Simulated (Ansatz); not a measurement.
**As: pressure against volume**

As, R-3m, a = 3.783 Å, c = 10.090 Å. Ansatz: PBEsol, PAW, 420 eV, Γ-centred 12×12×12 mesh on 2 atoms, Gaussian smearing 0.10 eV; no spin polarisation. Shape and atoms are relaxed at each volume; pressure is positive in compression.

| V (Å³/atom) | P (GPa) |
| --- | --- |
| 19.589 | 3.95 |
| 20.214 | 1.76 |
| 20.840 | 0.00 |
| 21.465 | ? |
| 22.090 | -2.45 |

**Question.** Take V0 = 20.840 Å³/atom, fit the third-order Birch–Murnaghan form to the other rows, and predict the missing pressure.

**Answer.** With the Eulerian strain f = ½[(V0/V)^(2/3) − 1] and y = P/[3f(1 + 2f)^(5/2)], the form is the line y = B0 + 1.5 B0 (B0′ − 4) f. Rows (f, y): 0.02107, 56.4; 0.01027, 54.3; -0.01904, 47.3. Means f = 0.004100, y = 52.667; Σ(Δf)² = 0.0008615, ΣΔfΔy = 0.1976; the slope is their ratio. y = 51.73 + 229.4 f GPa, so B0 = 51.7 GPa and B0′ = 4 + 2 × (229.4)/(3 × 51.73) = 6.96. At V = 21.465, f = -0.00975, y = 49.49 and P = -1.38 GPa. The run gave -1.40 GPa, so the fit is 0.02 GPa too high, a small miss on the scale of the series.

Cost: 5 runs of about 6.8 core-minutes in all, on Intel Xeon Processor @ 2.50GHz (Skylake/Cascade Lake) (shared hosts).